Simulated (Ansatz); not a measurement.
# Random displacements in AlGa₃N₄

Level of theory: Ansatz, DFT PBEsol, scalar-relativistic, plane waves, PAW. Cutoff 420 eV, Γ-centred 6×6×6 k-points, Gaussian smearing of 0.05 eV. No spin polarisation. Energies are free energies at this smearing, counted from the undisturbed cell; pressure is positive in compression.

The undisturbed cell (as given, not relaxed at this level, and it needn't be the usual structure):

```
CELL_PARAMETERS angstrom
4.47169 0.00000 0.00000
0.00000 4.47169 0.00000
0.00000 0.00000 4.47169
ATOMIC_POSITIONS crystal
Al 0.00000 0.00000 0.00000
Ga 0.50000 0.50000 0.00000
Ga 0.50000 0.00000 0.50000
Ga 0.00000 0.50000 0.50000
N 0.75571 0.75571 0.24429
N 0.75571 0.24429 0.75571
N 0.24429 0.75571 0.75571
N 0.24429 0.24429 0.24429
```

The atoms are displaced (Å, in the unstrained cell):

| atom | ux | uy | uz |
| --- | --- | --- | --- |
| Al1 | 0.045 | -0.199 | 0.096 |
| Ga2 | -0.066 | -0.051 | -0.111 |
| Ga3 | 0.204 | 0.263 | 0.146 |
| Ga4 | -0.171 | -0.206 | -0.173 |
| N5 | -0.104 | -0.021 | -0.035 |
| N6 | 0.167 | 0.054 | 0.088 |
| N7 | -0.006 | 0.062 | -0.122 |
| N8 | -0.069 | 0.097 | 0.111 |

Strain (Voigt, engineering shear): (0.0148, -0.0049, -0.0091, 0.0106, -0.0075, 0.0139).

(1) What are the energy change, the stress and the forces?

## Answers

(1) ΔE = 327.3 meV/atom; stress (xx, yy, zz, yz, xz, xy; compression positive) (4.85, 2.62, 6.28, 1.83, -5.75, -2.81) GPa; gap on the mesh 1.13 eV.
| atom | Fx (eV/Å) | Fy | Fz |
| --- | --- | --- | --- |
| Al1 | 1.10 | 1.46 | -0.74 |
| Ga2 | -0.86 | 1.64 | 0.88 |
| Ga3 | -4.05 | -4.20 | -2.22 |
| Ga4 | -0.05 | 5.28 | 2.08 |
| N5 | -0.22 | 0.12 | 0.69 |
| N6 | -0.65 | -0.34 | 2.08 |
| N7 | 0.63 | -0.49 | 0.56 |
| N8 | 4.09 | -3.46 | -3.33 |

Cost: 1 run of about 0.64 core-minutes, on Arm Neoverse V1 (shared hosts).